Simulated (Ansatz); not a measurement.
The relaxation started from an entry of Materials Project.

The end point of a relaxation of Rb₃InCl₆. Level of theory: r2SCAN (plane waves to 500 eV, PAW, scalar-relativistic; Ansatz, a first-principles code).

```xyz
10
Lattice="0.0000 5.5647 5.5647 5.5647 0.0000 5.5647 5.5647 5.5647 0.0000" Properties=species:S:1:pos:R:3 pbc="T T T"
Rb     8.3471     8.3471     8.3471
Rb     2.7824     2.7824     2.7824
Rb     5.5647     5.5647     5.5647
In     0.0000     0.0000     0.0000
Cl     2.5144     5.5647     5.5647
Cl     8.6151     5.5647     5.5647
Cl     5.5647     2.5144     5.5647
Cl     5.5647     8.6151     5.5647
Cl     5.5647     5.5647     2.5144
Cl     5.5647     5.5647     8.6151
```

Q: Determine the symmetry and give the standard cell with its independent sites.

A: Space group Fm-3m (No. 225); a = b = c = 11.129 Å, α = β = γ = 90.00°

```
atom  site  symmetry       x       y       z
----  ----  --------  ------  ------  ------
Rb      8c      -43m  0.2500  0.2500  0.2500
Rb      4b      m-3m  0.5000  0.5000  0.5000
In      4a      m-3m  0.0000  0.0000  0.0000
Cl     24e      4m.m  0.0000  0.0000  0.2259
```

Q: Give the shortest distances between elements (the closest pairs, up to four, under 3.6 Å).

A: Cl–In 2.51 Å; Cl–Rb 3.05 Å; Cl–Cl 3.56 Å.

| Property | Value |
|---|---|
| Volume per atom | 34.46 Å³ |
| Band gap | 4.43 eV, direct at Γ (no spin-orbit coupling) |

No spin polarisation in the result.

The run could not lower the symmetry of its start; a shaken copy of this end point relaxes with r2SCAN to P-1 (No. 2) at a tolerance of 0.01 Å, R-3 (No. 148) at 0.1 Å, 39 meV/atom lower.
